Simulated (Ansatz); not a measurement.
Values for one crystal, relaxed and computed with PBEsol (plane waves, PAW; program Ansatz); other levels are named.

```yaml
volume_per_atom: 8.84 Å³
electronic_character: metallic (no gap)
Density of states at the Fermi level: 0.19 states/eV per atom (mean over ±0.08 eV)
Gap with spin–orbit coupling: none (metallic)
Formation energy from the elements (no fitted shifts): -0.32 eV/atom
hill_bulk_and_shear_moduli: 303 and 177 GPa
Bulk modulus (Birch–Murnaghan fit): 299 GPa
```

Which compound is it?
(A) ZrB2, P6/mmm (Zr on 1a, B on 2d)
(B) B13C2, R-3m (B on 3b, B on 18h, B on 18h, C on 6c)
(C) B2Ru, Pmmn (B on 4e, Ru on 2a)
(D) FeB, Cmcm (Fe on 4c, B on 4c)

C, B2Ru, Pmmn (B on 4e, Ru on 2a)

The first step of the workflow began from a Materials Project structure, measured or hypothetical; the Crystallography Open Database files this formula in space group No. 59, but the cells were not matched. Whether it is the stable phase at ambient conditions was not checked. Symmetry was held in the PBEsol relaxation; its stability against distortions is not shown here. The run is not spin-polarised. As this level gives no gap, shear constants depend on the k-mesh and smearing (Fermi–Dirac, 0.1 eV here). The references are the lowest solids computed at this level, not always the standard phases. Scalar-relativistic: spin–orbit coupling is off unless named, which matters more the heavier the elements.

Potentials: the later of the program's two PAW sets.
